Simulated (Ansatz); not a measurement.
Relaxed-ion elastic tensor of Co3O4 in space group Fd-3m (No. 227; Co on 16d, Co on 8a, O on 32e) in GPa (Voigt order), PBEsol in the plane-wave PAW code Ansatz; density 6.31 g/cm³, 9.06 Å³ per atom.

```
     1    2    3     4     5     6
-  ---  ---  ---  ----  ----  ----
1  337  185  185   0.0   0.0   0.0
2  185  337  185   0.0   0.0   0.0
3  185  185  337   0.0   0.0   0.0
4  0.0  0.0  0.0  87.2   0.0   0.0
5  0.0  0.0  0.0   0.0  87.2   0.0
6  0.0  0.0  0.0   0.0   0.0  87.2
```

Problem. Is the crystal mechanically stable?

Solution. Yes: the smallest eigenvalue of C is 87.2 GPa.

Problem. Work out the Voigt, Reuss and Hill averages.

Solution. K_V = 236, K_R = 236, K_H = 236; G_V = 82.6, G_R = 82.2, G_H = 82.4 GPa.

Problem. Give Young's modulus, Poisson's ratio, Pugh's ratio and the universal anisotropy index.

Solution. E = 9KG/(3K + G) = 221 GPa; ν = 0.34; K/G = 2.86 (ductile by the Pugh limit of 1.75); A_U = 5G_V/G_R + K_V/K_R − 6 = 0.02.

Problem. Estimate the sound speeds and the Debye temperature.

Solution. v_l = √((K + 4G/3)/ρ) = 7400 m/s, v_t = √(G/ρ) = 3610 m/s, mean 4060 m/s; Θ = (h/k)(3n/4πV)^(1/3) v_m = 580 K.

The workflow started from a Materials Project entry (that database holds measured and hypothetical structures alike); the Crystallography Open Database files this formula in space group No. 227, but the cells were not matched. Whether it is the stable phase at ambient conditions was not checked. The cell was relaxed with PBEsol under the symmetry of its start, as lowered by the spin order; its stability against distortions is not shown here. The final state is antiferromagnetic, chosen from 2 collinear starts compared on coarse meshes (ties went to the first, and starts can fall back to one state), not a proven ground state. No Hubbard U is applied.

Potentials: the later of the program's two PAW sets.
